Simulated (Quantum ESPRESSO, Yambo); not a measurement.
A free-standing SnS$_{2}$ monolayer (symmetry P-3m1, slab cell 15.9 Å high): one geometry, one set of PBE (stringent potentials; Quantum ESPRESSO, PseudoDojo norm-conserving, 102 Ry, no spin-orbit coupling) orbitals, self-energies from Yambo (6×6×1 Γ-centred k mesh, bands 5 to 125 and a 6 Ry block in the screening, 125 bands in G with the Bruneval-Gonze terminator, plasmon pole fitted at 27.2 eV, slab-truncated Coulomb interaction, stochastic integration of W near q = 0).

| level | gap (0, 0.167) → M (eV) | direct gap at M (eV) |
|---|---|---|
| PBE (Quantum ESPRESSO) | 1.57 | 1.83 |
| exchange only (Hartree-Fock self-energy on PBE orbitals) | … | … |
| G0W0@PBE, plasmon pole | 3.09 | 3.39 |

Problem. Fill in the missing entries.

Solution. 
- exchange only (Hartree-Fock self-energy on PBE orbitals), gap (0, 0.167) → M (eV): 7.53
- exchange only (Hartree-Fock self-energy on PBE orbitals), direct gap at M (eV): 7.96

Bare exchange has no screening and gives the widest gap.

Convergence of the G0W0 settings was not tested.

Geometry relaxed with PBE+D3(BJ); primitive cell a = b = 3.6651 Å, c = 15.9000 Å, α = β = 90.00°, γ = 120.00°.
